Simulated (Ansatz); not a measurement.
NiGePd:
```yaml
crystal:
  lattice:
    - [3.60848, 0.00000, 0.00000]
    - [0.00000, 3.60848, 0.00000]
    - [0.00000, 0.00000, 6.21813]
  atoms:
    - { symbol: Ni, position: [0.50000, 0.50000, 0.00000] }
    - { symbol: Ni, position: [0.00000, 0.00000, 0.00000] }
    - { symbol: Ge, position: [0.50000, 0.00000, 0.24412] }
    - { symbol: Ge, position: [0.00000, 0.50000, 0.75588] }
    - { symbol: Pd, position: [0.50000, 0.00000, 0.63990] }
    - { symbol: Pd, position: [0.00000, 0.50000, 0.36010] }
```

Relaxed with r²SCAN.

Question: Which orbitals make up the states near the Fermi level in DFT-r²SCAN in the program Ansatz with PAW potentials?

Answer: Within 0.5 eV of the Fermi level: Ni 3d 35 %, Ge 4p 34 %, Pd 4d 17 %, Ge 4s 8 %. Projections are on Löwdin-orthogonalised atomic valence shells; empty p or d shells of many metals are not among them.

Question: Tabulate the density of states.

Answer: States/eV per cell of 6 atoms, in 0.25 eV bins, energy from the Fermi level.

| E (eV) | total | Ni 3d | Pd 4d | Ge 4p |
|---|---|---|---|---|
| -7.85 | 0.00 | 0.00 | 0.00 | 0.00 |
| -7.60 | 0.00 | 0.00 | 0.00 | 0.00 |
| -7.35 | 0.00 | 0.00 | 0.00 | 0.00 |
| -7.10 | 0.50 | 0.01 | 0.11 | 0.31 |
| -6.85 | 2.49 | 0.17 | 0.72 | 1.26 |
| -6.60 | 4.34 | 0.35 | 1.36 | 2.04 |
| -6.35 | 3.54 | 0.37 | 1.03 | 1.67 |
| -6.10 | 2.16 | 0.27 | 0.65 | 0.96 |
| -5.85 | 1.26 | 0.20 | 0.43 | 0.51 |
| -5.60 | 2.49 | 0.39 | 1.02 | 0.89 |
| -5.35 | 4.96 | 0.64 | 2.46 | 1.59 |
| -5.10 | 7.70 | 0.85 | 4.64 | 1.98 |
| -4.85 | 10.20 | 1.72 | 5.71 | 2.52 |
| -4.60 | 7.14 | 1.32 | 4.05 | 1.62 |
| -4.35 | 7.83 | 0.93 | 6.09 | 0.60 |
| -4.10 | 6.49 | 1.42 | 4.39 | 0.40 |
| -3.85 | 5.79 | 1.71 | 3.33 | 0.46 |
| -3.60 | 9.51 | 3.32 | 4.83 | 0.95 |
| -3.35 | 7.31 | 2.67 | 4.09 | 0.38 |
| -3.10 | 13.57 | 6.31 | 6.57 | 0.40 |
| -2.85 | 10.90 | 4.18 | 5.95 | 0.45 |
| -2.60 | 11.16 | 4.88 | 4.96 | 0.75 |
| -2.35 | 5.04 | 2.87 | 1.50 | 0.45 |
| -2.10 | 8.45 | 6.10 | 1.82 | 0.35 |
| -1.85 | 12.43 | 8.98 | 2.49 | 0.61 |
| -1.60 | 13.83 | 11.22 | 1.84 | 0.43 |
| -1.35 | 7.79 | 5.58 | 1.20 | 0.58 |
| -1.10 | 3.58 | 2.05 | 0.71 | 0.49 |
| -0.85 | 2.42 | 1.31 | 0.48 | 0.40 |
| -0.60 | 1.65 | 0.81 | 0.30 | 0.36 |
| -0.35 | 0.76 | 0.32 | 0.13 | 0.22 |
| -0.10 | 0.71 | 0.30 | 0.10 | 0.23 |
| 0.15 | 1.13 | 0.43 | 0.17 | 0.39 |
| 0.40 | 3.07 | 0.94 | 0.55 | 1.08 |
| 0.65 | 2.99 | 0.87 | 0.52 | 1.14 |
| 0.90 | 2.92 | 0.74 | 0.52 | 1.22 |
| 1.15 | 2.93 | 0.63 | 0.51 | 1.31 |
| 1.40 | 2.79 | 0.52 | 0.46 | 1.34 |
| 1.65 | 2.52 | 0.43 | 0.39 | 1.28 |
| 1.90 | 2.09 | 0.33 | 0.30 | 1.10 |
| 2.15 | 1.84 | 0.29 | 0.24 | 1.01 |
| 2.40 | 1.66 | 0.25 | 0.20 | 0.93 |
| 2.65 | 1.51 | 0.22 | 0.17 | 0.87 |
| 2.90 | 1.59 | 0.23 | 0.16 | 0.90 |
| 3.15 | 1.53 | 0.21 | 0.13 | 0.85 |
| 3.40 | 1.34 | 0.16 | 0.10 | 0.70 |
| 3.65 | 1.28 | 0.14 | 0.09 | 0.63 |
| 3.90 | 1.18 | 0.12 | 0.07 | 0.52 |
| 4.15 | 1.09 | 0.10 | 0.06 | 0.41 |
| 4.40 | 1.01 | 0.08 | 0.04 | 0.29 |
| 4.65 | 0.99 | 0.06 | 0.02 | 0.11 |

Space group P4/nmm. The workflow started from a Materials Project entry (that database holds measured and hypothetical structures alike); the Crystallography Open Database copy checked does not list it. Whether it is the stable phase at ambient conditions was not checked. Symmetry was held in the r²SCAN relaxation; its stability against distortions is not shown here. No spin polarisation was allowed. Scalar-relativistic: spin–orbit coupling is off unless named, which matters more the heavier the elements.

Potentials: the later of the program's two PAW sets.
